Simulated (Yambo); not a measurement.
Absorption of KZnF3 (cubic perovskite, space group Pm-3m, No. 221) with and without the electron-hole interaction (Yambo, PBEsol bands; 8×8×8 mesh, 14 valence and 1 conduction bands, static screening with 47 bands and a 3 Ry block, scissor 3.55 eV, Tamm-Dancoff; field along x).

| E (eV) | Im ε, BSE | Im ε, independent quasiparticles |
|---|---|---|
| 7.10 | 0.13 | 0.02 |
| 7.20 | 0.16 | 0.02 |
| 7.30 | 0.20 | 0.02 |
| 7.40 | 0.26 | 0.02 |
| 7.50 | 0.35 | 0.02 |
| 7.60 | 0.49 | 0.02 |
| 7.70 | 0.74 | 0.02 |
| 7.80 | 1.22 | 0.02 |
| 7.90 | 2.26 | 0.03 |
| 8.00 | 4.13 | 0.03 |
| 8.10 | 4.50 | 0.03 |
| 8.20 | 2.64 | 0.03 |
| 8.30 | 1.48 | 0.04 |
| 8.40 | 0.98 | 0.04 |
| 8.50 | 0.82 | 0.05 |
| 8.60 | 0.90 | 0.06 |
| 8.70 | 1.10 | 0.07 |
| 8.80 | 1.03 | 0.08 |
| 8.90 | 1.05 | 0.10 |
| 9.00 | 1.33 | 0.14 |
| 9.10 | 1.52 | 0.19 |
| 9.20 | 1.57 | 0.24 |
| 9.30 | 1.46 | 0.34 |
| 9.40 | 1.18 | 0.54 |
| 9.50 | 0.94 | 0.68 |
| 9.60 | 0.91 | 0.67 |
| 9.70 | 0.94 | 0.70 |
| 9.80 | 0.86 | 0.74 |
| 9.90 | 0.78 | 0.70 |
| 10.00 | 0.75 | 0.75 |
| 10.10 | 0.73 | 0.94 |
| 10.20 | 0.66 | 1.12 |
| 10.30 | 0.53 | 1.20 |
| 10.40 | 0.51 | 1.24 |
| 10.50 | 0.48 | 1.28 |
| 10.60 | 0.54 | 1.06 |
| 10.70 | 0.56 | 0.89 |
| 10.80 | 0.48 | 0.99 |
| 10.90 | 0.42 | 1.35 |
| 11.00 | 0.37 | 1.78 |
| 11.10 | 0.38 | 1.62 |
| 11.20 | 0.31 | 1.34 |
| 11.30 | 0.28 | 1.31 |
| 11.40 | 0.29 | 1.35 |
| 11.50 | 0.27 | 1.40 |
| 11.60 | 0.27 | 1.33 |
| 11.70 | 0.23 | 1.28 |
| 11.80 | 0.23 | 1.27 |
| 11.90 | 0.24 | 1.18 |
| 12.00 | 0.21 | 1.07 |

The scissor comes from a G0W0 run whose convergence isn't established. Broadening 0.15 eV. The band window holds all transitions up to 12.0 eV. Fine structure above the onset can come from the mesh.

The cell is held in this high symmetry; tilts and polar distortions were not searched.

Geometry of the Materials Project entry, not relaxed at this level; primitive cell a = 4.0474 Å, b = 4.0474 Å, c = 4.0474 Å, α = 90.00°, β = 90.00°, γ = 90.00°.

With a shallow 3d shell G0W0 needs far more bands and larger blocks than here, so the scissor is uncertain by tenths of an eV or more.
